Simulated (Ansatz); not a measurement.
Relaxed Cd (hcp, Mg type):

```xyz
4
Lattice="6.0321 0.0000 0.0000 -1.5080 2.6120 0.0000 0.0000 0.0000 5.8191" Properties=species:S:1:pos:R:3 pbc="T T T"
Cd     0.0000     1.7413     4.3643
Cd     3.0161     1.7413     4.3643
Cd     1.5080     0.8707     1.4548
Cd     4.5241     0.8707     1.4548
```

A phonon eigenvector at M = (0.5, 0.0, 0.0) is frozen into this cell: atom i moves by Q times the vector below, so Q is the largest atomic displacement, in Å. The cell is held. (q is in reciprocal vectors of the primitive cell; the cell shown is doubled to hold the pattern.)

```csv
atom,x,y,z
Cd1,0.000,0.000,1.000
Cd2,0.000,0.000,-1.000
Cd3,0.000,0.000,1.000
Cd4,0.000,0.000,-1.000
```

Computed with PBE (plane waves to 420 eV, PAW, scalar-relativistic; Ansatz, a quantum-chemistry and plane-wave program). k mesh 9×18×8 (Γ-centred), Fermi-Dirac smearing 0.05 eV. The energy includes the smearing's −TS. With partly filled bands, energies and forces of such displacements shift with the k mesh and the smearing. Cd was relaxed with its symmetry unable to fall. The relaxed volume of Cd is well above the measured one; the method has no dispersion term. The zero of ΔE is the undisplaced structure. The last digit holds for this mesh only.

| Q (Å) | ΔE (meV/cell) |
|---|---|
| -0.2800 | 104.4 |
| -0.2333 | withheld |
| -0.1867 | 37.0 |
| -0.1400 | 19.0 |
| -0.0933 | 7.8 |
| -0.0467 | 1.9 |
| 0.0000 | 0.0 |
| 0.0467 | 1.9 |
| 0.0933 | 7.8 |
| 0.1400 | 19.0 |
| 0.1867 | 37.0 |
| 0.2333 | withheld |
| 0.2800 | 104.4 |

Task: Fit an even polynomial form (powers 2, 4) to the given rows and predict ΔE at Q = 0.2333.

Result: Least squares on the 11 given rows: ΔE = (846.1)·Q² + (6192)·Q⁴, in meV/cell with Q in Å; root-mean-square residual 0.03 meV/cell. At 0.2333 the fit gives 64.4 meV/cell; the calculation gives 64.2 meV/cell, so the interpolation is off by 0.2 (+0.3 %). The quadratic term alone would give 46.1 meV/cell.

(For displaced atoms, the force is minus the slope of the energy, and its curvature is a force constant, which sets phonon frequencies.)
